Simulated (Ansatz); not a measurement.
Total density of states per atom from DFT-r²SCAN in the program Ansatz with PAW potentials, in 0.25 eV bins, energy from the valence-band maximum:

| E (eV) | states/eV/atom |
|---|---|
| -7.87 | 0.00 |
| -7.62 | 0.00 |
| -7.37 | 0.00 |
| -7.12 | 0.00 |
| -6.87 | 0.00 |
| -6.62 | 0.00 |
| -6.37 | 0.00 |
| -6.12 | 0.00 |
| -5.87 | 0.04 |
| -5.62 | 0.49 |
| -5.37 | 0.49 |
| -5.12 | 1.07 |
| -4.87 | 1.41 |
| -4.62 | 0.95 |
| -4.37 | 0.59 |
| -4.12 | 0.53 |
| -3.87 | 0.47 |
| -3.62 | 0.58 |
| -3.37 | 1.16 |
| -3.12 | 0.19 |
| -2.87 | 0.03 |
| -2.62 | 0.35 |
| -2.37 | 0.48 |
| -2.12 | 0.72 |
| -1.87 | 1.02 |
| -1.62 | 1.20 |
| -1.37 | 0.98 |
| -1.12 | 0.70 |
| -0.87 | 0.93 |
| -0.62 | 0.91 |
| -0.37 | 0.46 |
| -0.12 | 0.23 |
| 0.13 | 0.00 |
| 0.38 | 0.00 |
| 0.63 | 0.00 |
| 0.88 | 0.00 |
| 1.13 | 0.00 |
| 1.38 | 0.01 |
| 1.63 | 0.26 |
| 1.88 | 1.00 |
| 2.13 | 1.07 |
| 2.38 | 1.03 |
| 2.63 | 0.90 |
| 2.88 | 1.28 |
| 3.13 | 0.89 |
| 3.38 | 0.73 |
| 3.63 | 0.43 |
| 3.88 | 0.32 |
| 4.13 | 0.07 |
| 4.38 | 0.00 |
| 4.63 | 0.00 |
| 4.88 | 0.00 |
| 5.13 | 0.00 |
| 5.38 | 0.00 |
| 5.63 | 0.00 |
| 5.88 | 0.00 |
| 6.13 | 0.07 |

### Question
Which of these materials gives this?
(A) Mo, bcc (W type)
(B) Pd, fcc (Cu type)
(C) Se, trigonal Se type
(D) K, bcc (W type)

### Answer
C, Se, trigonal Se type. Top 1 eV of the valence band: Se 4p 96 %. Bottom 1 eV of the conduction band: Se 4p 88 %, Se 4s 7 %, outside the projected shells 5 %. Projections are on Löwdin-orthogonalised atomic valence shells; empty p or d shells of many metals are not among them.

Space group P3_121 (trigonal Se type). The r²SCAN relaxation kept the symmetry of its start. A crystal of weakly bound chains computed without a dispersion correction: the cell and the soft elastic constants depend strongly on that. Scalar-relativistic: spin–orbit coupling is off unless named, which matters more the heavier the elements.

Potentials: the later of the program's two PAW sets.
